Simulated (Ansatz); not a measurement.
Input:

CoSi2:
```
CoSi2
1.0
    0.00000     2.68015     2.68015
    2.68015     0.00000     2.68015
    2.68015     2.68015     0.00000
Co Si
1 2
Direct
  0.00000   0.00000   0.00000
  0.75000   0.75000   0.75000
  0.25000   0.25000   0.25000
```

This is the PBE-relaxed structure.

Question: All from PBE in the plane-wave PAW code Ansatz, unless another level is named. Estimate the electronic character.

Answer: metallic (no gap).

Question: Give the density of states at the Fermi level.

Answer: 0.35 states/eV per atom (mean over ±0.08 eV).

Question: Next, the formation energy from the elements (no fitted shifts)?

Answer: -0.46 eV/atom.

Space group Fm-3m (fluorite or antifluorite type). The PBE relaxation kept the symmetry of its start. The run is not spin-polarised. The references are the lowest solids computed at this level, not always the standard phases.

Potentials: the earlier of the program's two PAW sets.
